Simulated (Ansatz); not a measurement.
Al:
```xyz
1
Lattice="2.7079 0.0000 0.0000 0.0000 2.7079 0.0000 0.0000 0.0000 2.7079" Properties=species:S:1:pos:R:3 pbc="T T T"
Al     0.0000     0.0000     0.0000
```

Relaxed with r²SCAN. Special points in fractions of this cell's reciprocal vectors: Γ (0.000, 0.000, 0.000); X (0.000, 0.500, 0.000); M (0.500, 0.500, 0.000); R (0.500, 0.500, 0.500).

Q: List the band energies nearest the Fermi level at these points for plane-wave PAW r²SCAN (Ansatz code).

A: In eV from the Fermi level; about four levels below and three above (degenerate sets whole), none deeper than 8.9 eV; … stands for higher levels left out; points with the same levels are listed once.

| k | below | above |
|---|---|---|
| Γ | – | 8.48 8.48 … |
| X | -5.44 -4.42 | 11.25 13.83 13.83 |
| M | -0.61 -0.61 | 0.02 2.40 17.82 |
| R | – | 3.17 3.17 3.17 |

Space group Pm-3m (simple cubic). The cell is a constructed one: a structure type filled with these elements; neither database checked (COD, Materials Project) lists it. It is not the phase usual at ambient conditions (space group No. 225). Symmetry was held in the r²SCAN relaxation. At this level the phase is mechanically unstable.

Potentials: the later of the program's two PAW sets.
